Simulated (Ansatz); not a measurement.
Given:

KTaO$_{3}$ (cubic perovskite)

```yaml
crystal:
  lattice:
    - [4.02438, 0.00000, 0.00000]
    - [0.00000, 4.02438, 0.00000]
    - [0.00000, 0.00000, 4.02438]
  atoms:
    - { symbol: K, position: [0.00000, 0.00000, 0.00000] }
    - { symbol: Ta, position: [0.50000, 0.50000, 0.50000] }
    - { symbol: O, position: [0.00000, 0.50000, 0.50000] }
    - { symbol: O, position: [0.50000, 0.50000, 0.00000] }
    - { symbol: O, position: [0.50000, 0.00000, 0.50000] }
```

Scan: atom 5 (O, nearest neighbour Ta at 2.012 Å; its periodic images, 4.0 Å or more away, move with it) is displaced towards the nearest neighbour, direction (0.000, -1.000, 0.000) in Cartesian axes, by s. The other atoms stay.

Calculation: PBE (plane waves to 420 eV, PAW, scalar-relativistic; Ansatz, an electronic-structure program). k mesh 7×7×7 (Γ-centred), Fermi-Dirac smearing 0.05 eV. Energies are smeared free energies. Left out: 4 of 11 points, with atoms too close for the PAW data. KTaO3 is run without spin polarisation. KTaO3 was relaxed with its symmetry unable to fall. Spin-orbit coupling is left out, though Ta is heavy. ΔE is measured from the undisplaced structure.

The scan covers s from -0.240 to 0.240 Å in 7 points.

Task: Is the energy the same for equal positive and negative displacements?

Result: Even: the same for both signs. With its periodic images moving along, the atom's site symmetry in this cell is 4/mmm.

Task: What is the energy change at s = 0.240 Å?

Result: 379 meV/cell.

Task: What force acts on the atom along the line at s = -0.240 Å?

Result: 4.11 eV/Å.

Task: What is the force constant k = d²E/ds² of this move at s = 0?

Result: 9.19 eV/Å².

(For displaced atoms, the force is minus the slope of the energy, and its curvature is a force constant, which sets phonon frequencies.)
